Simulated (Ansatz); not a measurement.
## Review of an SCF result for Zr2Fe

Zr2Fe is taken as an experimental structure (space group I4/mcm), 6 atoms in the cell. Source: COD entry 1523794, which need not be the ambient phase.

The calculation used Ansatz development build ahead of 0.2.0, DFT, r2SCAN, PAW, plane waves, scalar-relativistic.

```yaml
crystal:
  lattice:
    - [-3.1925, 3.1925, 2.798]
    - [3.1925, -3.1925, 2.798]
    - [3.1925, 3.1925, -2.798]
  atoms:
    - { symbol: Fe, position: [0.25, 0.25, 0.0], spin: 0.12 }
    - { symbol: Fe, position: [0.75, 0.75, 0.0], spin: 0.12 }
    - { symbol: Zr, position: [0.6728, 0.1728, 0.8456] }
    - { symbol: Zr, position: [0.1728, 0.3272, 0.5] }
    - { symbol: Zr, position: [0.3272, 0.8272, 0.1544] }
    - { symbol: Zr, position: [0.8272, 0.6728, 0.5] }
magnetization:
  spin_polarized: true
hamiltonian:
  xc: r2scan
  pseudopotentials: { kind: paw }
basis:
  ecutwfc: 500
kpoints:
  mp_grid: { grid: [5, 5, 5] }
scf:
  occupations: { method: fermi_dirac, width: 0.1 }
  lower_state_search: "off"
output:
  forces: true
  stress: true
```

Time: 67 s on 2 threads of x86-64 server CPU, with other jobs on the host, peak memory 0.87 GiB.

The end of the output:

```
SCF converged after 61 iterations
Magnetization: 2.4057 μB (41.2028 up, 38.7972 down)
Absolute magnetization: 6.0253 μB (∫|ρ↑−ρ↓|, with the PAW one-centre terms)
Spin contamination: 1.2808 ħ² per cell (⟨S²⟩ above its minimum at these occupations)
Per-site moments (μB) at R_I (Å): [(2.0476, 1.1326), (2.0476, 1.1326), (-0.2064, 1.1326), (-0.2064, 1.1326), (-0.2064, 1.1326), (-0.2064, 1.1326)]
Free energy (F): -25751.833513 eV
Harris-Foulkes:  -25751.833513 eV  (|F-HF|=9.46e-8)
Internal energy: -25751.592810 eV  (E = F + TS)
E sigma→0 (E₀):  -25751.713162 eV
Entropy (-TS):   -0.240704 eV (-40.117 meV/atom)
Fermi energy:    14.935508 eV
--- Forces (eV/Å), atoms counted from 1 ---
  atom   1  Fe     0.00000000     0.00000000     0.00000000
  atom   2  Fe    -0.00000000    -0.00000000     0.00000000
  atom   3  Zr    -0.11063527    -0.11063527     0.00000000
  atom   4  Zr     0.11063527    -0.11063527    -0.00000000
  atom   5  Zr     0.11063527     0.11063527     0.00000000
  atom   6  Zr    -0.11063527     0.11063527    -0.00000000
--- Stress (GPa, compression-positive) ---
        1.903461       0.000000       0.000000
        0.000000       1.903461       0.000000
        0.000000       0.000000      -1.678948
  P = ⅓ Tr σ = 0.7093 GPa (7.093 kbar)
```

The mesh is too coarse to rank close states of a metal with certainty: differences of some tens of meV/atom may change, at times in sign.

r2SCAN tends to overstate moments and magnetic energies in itinerant metals.

Site moments are taken inside atomic spheres and don't add up to the total.

Question: Has the SCF ended in the lowest solution? If not, by how much is it too high?

Answer: None of the other runs went lower. It is the lowest of 4 states reached by 13 converged runs, and the next lies 10.5 meV/atom higher (antiferromagnetic, site moments Fe1 1.72, Fe2 -1.72 μB, total 0.00 μB per cell, no gap on the k-mesh). That doesn't prove a ground state. Orders that need a larger cell or non-collinear spins weren't tried.
